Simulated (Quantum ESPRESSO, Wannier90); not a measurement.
## Wannierisation of SnS₂ (P6₃mc)

Cell from Materials Project (mp-9984), symmetrised, no further relaxation. Not found in the COD (Crystallography Open Database) copy used, which has the formula in other groups; not checked further. Method: LDA plane waves in Quantum ESPRESSO 7.5 (PseudoDojo norm-conserving files, 58 Ry, no spin polarisation, no spin-orbit coupling), Bloch states on a 6×6×4 mesh through Γ, Wannier90 4.0.1. Density: 12×12×4 mesh, cold smearing 0.01 Ry. The cell is built of weakly bound layers, chains or molecules, whose nearest atoms lie 3.88 Å apart. Database cells relaxed without dispersion often hold them too far apart, which can enlarge gaps and weakens couplings between them; spacing and stacking were not compared with the measured crystal. Spin-orbit coupling is left out although heavy elements are present.

```
begin unit_cell_cart
ang
    3.6758497919    0.0000000000    0.0000000000
   -1.8379248960    3.1833793003    0.0000000000
    0.0000000000    0.0000000000   12.3389500000
end unit_cell_cart
mp_grid = 6 6 4
```

Neighbour vectors b of the finite-difference formula (Å⁻¹), by shell:

```
shell       b_x       b_y       b_z
-----  --------  --------  --------
1       0.00000   0.00000   0.12730
1       0.00000   0.00000  -0.12730
2       0.00000   0.32896   0.00000
2       0.28489   0.16448   0.00000
2       0.00000  -0.32896   0.00000
2       0.28489  -0.16448   0.00000
2      -0.28489  -0.16448   0.00000
2      -0.28489   0.16448   0.00000
```

Find the weights w_b from the completeness condition Σ_b w_b b_α b_β = δ_αβ.

Shell 1: Σ b_x² = 0.000, Σ b_y² = 0.000, Σ b_z² = 0.032 Å⁻²
Shell 2: Σ b_x² = 0.325, Σ b_y² = 0.325, Σ b_z² = 0.000 Å⁻²
Each of the three diagonal sums, weighted, has to give 1 and the off-diagonal ones 0, which holds for w_1 = 30.9 Å², w_2 = 3.08 Å². Check on xx: 30.85×0.000 + 3.08×0.325 = 1.00.

On this mesh the 12 functions of bands 15-26 (bands 15-26; start: atomic waves S 3p, conv_tol = 1.0e-6) end with spreads 2.3778, 2.5248, 2.4933, 2.3778, 2.5248, 2.4933, 2.3862, 2.5256, 2.4959, 2.3862, 2.5256, 2.4959 Å², Ω_I = 28.4083 Å² and Ω_D = 0.0578 Å².

Ω_total is the sum of the spreads, 29.607 Å². Ω_OD = Ω_total − Ω_I − Ω_D = 1.141 Å². Only (Ω_D + Ω_OD)/Ω_total = 4.0 % depends on the gauge, and another start could lower the total by that share at most. The rms radius is √(Ω_total/12) = 1.57 Å.
